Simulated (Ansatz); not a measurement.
ZrGeO3:
```yaml
crystal:
  lattice:
    - [3.98759, 0.00000, 0.00000]
    - [0.00000, 3.98759, 0.00000]
    - [0.00000, 0.00000, 4.34170]
  atoms:
    - { symbol: Zr, position: [0.50000, 0.50000, 0.57883] }
    - { symbol: Ge, position: [0.00000, 0.00000, 0.19511] }
    - { symbol: O, position: [0.00000, 0.50000, 0.44961] }
    - { symbol: O, position: [0.50000, 0.00000, 0.44961] }
    - { symbol: O, position: [0.50000, 0.50000, 0.01704] }
```

Relaxed with PBEsol.

Question: Give the optical modes at the zone centre with their infrared activity from DFPT, plane-wave PAW PBEsol (Ansatz code).

Answer: Transverse frequencies, without the LO–TO term; a row sums one degenerate level.

```
ω (cm⁻¹)  degeneracy  IR ((D/Å)²/amu)     activity  symmetry
--------  ----------  ---------------  -----------  --------
223i               2            57.85           IR         E
143                2             0.75           IR         E
197                1             0.83           IR        A1
221                2            13.43           IR         E
304                1             0.00  IR-inactive        B1
347                1            20.91           IR        A1
611                2            37.96           IR         E
636                1            24.01           IR        A1
```

Question: How high does the top mode go among those that the LO–TO term moves?

Answer: 716 cm⁻¹ for q along x, 716 cm⁻¹ for q along y, 763 cm⁻¹ for q along z.

Space group P4mm. The start of the workflow was typed in or built on a structure type; neither database checked (COD, Materials Project) lists it. Its standing as an ambient phase is unchecked. Symmetry was held in the PBEsol relaxation. At this level the phase is dynamically unstable (imaginary phonons). No spin polarisation was allowed.

Potentials: the later of the program's two PAW sets.
